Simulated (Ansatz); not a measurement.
Mg:
```yaml
crystal:
  lattice:
    - [1.57005, 0.90647, 7.60683]
    - [-1.57005, 0.90647, 7.60683]
    - [0.00000, -1.81294, 7.60683]
  atoms:
    - { symbol: Mg, position: [0.00000, 0.00000, 0.00000] }
    - { symbol: Mg, position: [0.22204, 0.22204, 0.22204] }
    - { symbol: Mg, position: [0.77796, 0.77796, 0.77796] }
```

Relaxed with LDA. Special points in fractions of this cell's reciprocal vectors: Γ (0.000, 0.000, 0.000); T (0.500, 0.500, 0.500); H2 (0.824, 0.176, 0.500); H0 (0.500, -0.176, 0.176); L (0.500, 0.000, 0.000); S0 (0.338, -0.338, 0.000); S2 (0.662, 0.000, 0.338); F (0.500, 0.000, 0.500).

### Question
List the band energies nearest the Fermi level at these points for the program Ansatz at the LDA level (PAW).

### Answer
In eV from the Fermi level; about four levels below and three above (degenerate sets whole), none deeper than 8.9 eV; points with the same levels are listed once.

| k | below | above |
|---|---|---|
| Γ | -7.16 -4.59 -4.58 | 2.78 2.78 11.38 11.38 |
| T | -6.52 -6.50 -1.70 -1.21 | 7.97 7.99 11.22 11.22 |
| H2 | -0.47 -0.41 -0.36 -0.36 | 0.92 1.83 2.78 |
| L | -2.16 -2.13 -0.84 -0.09 | 1.00 1.31 5.83 |
| S0 | -0.51 -0.44 -0.43 | 0.04 0.61 2.11 |
| F | -1.97 -1.91 -1.37 -0.80 | 1.94 2.38 4.44 |

Space group R-3m (9R (Sm type)). The workflow started from a Materials Project entry (that database holds measured and hypothetical structures alike); the Crystallography Open Database copy checked does not list it. It is not the phase usual at ambient conditions (space group No. 194). The LDA relaxation kept the symmetry of its start; whether a distortion lowers the energy is not shown.

Potentials: the earlier of the program's two PAW sets. The files were generated under PBE; for other functionals the program regenerates the frozen cores, and for LDA and PBEsol the local potential too.
